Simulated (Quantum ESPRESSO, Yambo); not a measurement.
Quasiparticle gap of K2NaRhF6

```
CELL_PARAMETERS angstrom
      0.00000     4.25985     4.25985
      4.25985     0.00000     4.25985
      4.25985     4.25985     0.00000
ATOMIC_POSITIONS crystal
  F  0.76387 0.23613 0.23613
  F  0.23613 0.76387 0.76387
  F  0.23613 0.76387 0.23613
  F  0.76387 0.23613 0.76387
  F  0.23613 0.23613 0.76387
  F  0.76387 0.76387 0.23613
  Na 0.50000 0.50000 0.50000
  K  0.75000 0.75000 0.75000
  K  0.25000 0.25000 0.25000
  Rh 0.00000 0.00000 0.00000
```

The geometry is that of Materials Project entry mp-14039, symmetrised and not relaxed again.

Starting point: norm-conserving PBEsol (Quantum ESPRESSO, 88 Ry, scalar-relativistic). G0W0 in Yambo: 2×2×2 Γ-centred k mesh, bands 6 to 299 and a 8 Ry block in the screening, 299 bands in G with the Bruneval-Gonze terminator, plasmon pole fitted at 27.2 eV.

| Item | Value |
|---|---|
| PBEsol gap along the band path | 1.74 eV |
| PBEsol gap between the mesh's edge points (X → X) | 1.74 eV |
| G0W0 gap between the same points | 5.56 eV |

```
k point  band  E PBEsol (eV)  E QP (eV)  shift (eV)     Z
-------  ----  -------------  ---------  ----------  ----
Γ          VB          -0.19      -1.80       -1.62  0.80
Γ          CB           2.16       4.47        2.31  0.81
L          VB          -0.09      -1.69       -1.61  0.80
L          CB           2.07       4.36        2.29  0.81
X          VB           0.00      -1.61       -1.61  0.80
X          CB           1.74       3.95        2.21  0.82
```

Energies count from the PBEsol valence-band maximum.

Nearest settings tried, and what they do to the gap: 119 bands in G: +35 meV; 119 bands in W, 119 bands in G: +111 meV; 7 Ry block (339 vectors against 459): -21 meV. Not varied: mesh. So the settings aren't converged at that level. The k mesh is coarse.

Spin-orbit splittings are left out.
